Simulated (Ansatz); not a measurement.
Space group P-3m1 (No. 164). a = 3.226 Å, b = 3.226 Å, c = 6.274 Å, α = 90.00°, β = 90.00°, γ = 120.00°
| atom | site | symmetry | x | y | z |
| --- | --- | --- | --- | --- | --- |
| Mo | 1b | -3m. | 0.0000 | 0.0000 | 0.5000 |
| S | 2d | 3m. | 0.3333 | 0.6667 | 0.2534 |

Equation of state of this MoS2 structure (not necessarily the ground state), with shape and atoms relaxed at each volume where symmetry leaves them free. It has no gap at any of these volumes. Computed with DFT r2SCAN, scalar-relativistic, plane waves, PAW (Ansatz 0.2.0).

Plane waves to 500 eV, a k mesh through Γ of 18×18×8 on the computed 3-atom cell and Gaussian smearing (0.10 eV); no spin polarisation.

```tsv
V (Å³/atom)	E − E(largest V) (meV/atom)	P (GPa)
17.720	2.82	1.86
18.285	-1.66	0.70
18.851	-2.85	-0.01
19.416	-1.97	-0.50
19.982	0.00	-0.70
```

Q: Fit a third-order Birch–Murnaghan equation to E(V).

A: V0 = 18.84 Å³/atom, B0 = 19 GPa, B0' = 16.7. B0' is unusual or poorly fixed by this range.

The cell holds layers, and where no dispersion correction was added their binding is poorly described.

This form isn't the usual stable structure of the compound.